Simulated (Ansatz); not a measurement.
# Ansatz 0.2.0, relaxation: YbGe2Ru2

Launch command:

```bash
ansatz run input.yaml --threads 2 --pin off --max-ram 2560MiB --backend cpu --events-out ev --progress --plain --runs-dir out
```

The input file (Ansatz 0.2.0, plane waves):

```yaml
crystal:
  lattice:
    - [0.0, 4.124228, 0.0]
    - [4.124228, 0.0, 0.0]
    - [2.062114, 2.062114, -5.109596]
  atoms:
    - { symbol: Ge, position: [0.375, 0.375, 0.25] }
    - { symbol: Ge, position: [0.625, 0.625, 0.75] }
    - { symbol: Yb, position: [0.0, 0.0, 0.0] }
    - { symbol: Ru, position: [0.75, 0.25, 0.5] }
    - { symbol: Ru, position: [0.25, 0.75, 0.5] }
kpoints:
  mp_grid: { grid: [6, 6, 6], shift: [0, 0, 0] }
magnetization:
  spin_polarized: false
scf:
  occupations: { method: fermi_dirac }
  lower_state_search: "off"
hamiltonian:
  pseudopotentials: { kind: paw }
  xc: r2scan
basis:
  ecutwfc: 500
  fft_grid_basis: typed
relax:
  max_steps: 60
output:
  forces: true
  stress: true
  eigenvalues: true
  bader: true
  populations: true
  elf: true
  write_potential: true
  volumetric_format: npy
  dos:
    e_range: [-12, 8]
    de: 0.05
    projected: { site_lists: { Ge: [Ge], Ru: [Ru], Yb: [Yb] } }
checkpoint:
  read: saved_state
```

Origin of the cell: a known structure type with other elements, at an estimated volume, so it need not be a known compound.

The smearing width isn't typed, so it takes its default of 0.1 eV.

The saved state is a converged single point of the same cell.

Steps:

```tsv
step	ΔF (meV/atom)	max force component (eV/Å)	SCF iterations	step was
1	0.0	0.275	13	accepted
2	-0.9	0.064	10	accepted
3	-0.9	0.001	11	accepted
4	-0.9	0.001	3	accepted
```

Before:

Space group I4/mmm (No. 139); the run's cell has a = 4.124 Å, b = 4.124 Å, c = 5.883 Å, α = 69.48°, β = 69.48°, γ = 90.00°. Shortest distances: Ge–Ru 2.43 Å, Ge–Ge 2.55 Å, Ru–Ru 2.92 Å, Ge–Yb 3.18 Å, Ru–Yb 3.28 Å.

After:

Space group I4/mmm (No. 139); the run's cell has a = 4.124 Å, b = 4.124 Å, c = 5.883 Å, α = 69.48°, β = 69.48°, γ = 90.00°. Shortest distances: Ge–Ru 2.42 Å, Ge–Ge 2.59 Å, Ru–Ru 2.92 Å, Ge–Yb 3.19 Å, Ru–Yb 3.28 Å.

```
CELL_PARAMETERS angstrom
0.00000 4.12423 0.00000
4.12423 0.00000 0.00000
2.06211 2.06211 -5.10960
ATOMIC_POSITIONS crystal
Ge 0.37334 0.37334 0.25332
Ge 0.62666 0.62666 0.74668
Yb 0.00000 0.00000 0.00000
Ru 0.75000 0.25000 0.50000
Ru 0.25000 0.75000 0.50000
```

* Free energy lowered by: 0.9 meV/atom
* Final pressure: 2.43 GPa
* Relaxation steps listed: 4
* Gap on the mesh: none (metal)

Caveats: f shells without a U or exact exchange are poorly placed; no spin polarisation, so a magnetic state may lie lower; no spin-orbit coupling, though heavy elements are present; the SCF threshold is looser than advised for a stress; the relaxation held the start's symmetry, so the end may be a saddle point.

Time: 2.8 min on 2 threads of Arm Neoverse N1, on a shared host, peak memory 0.81 GiB, from a saved density.
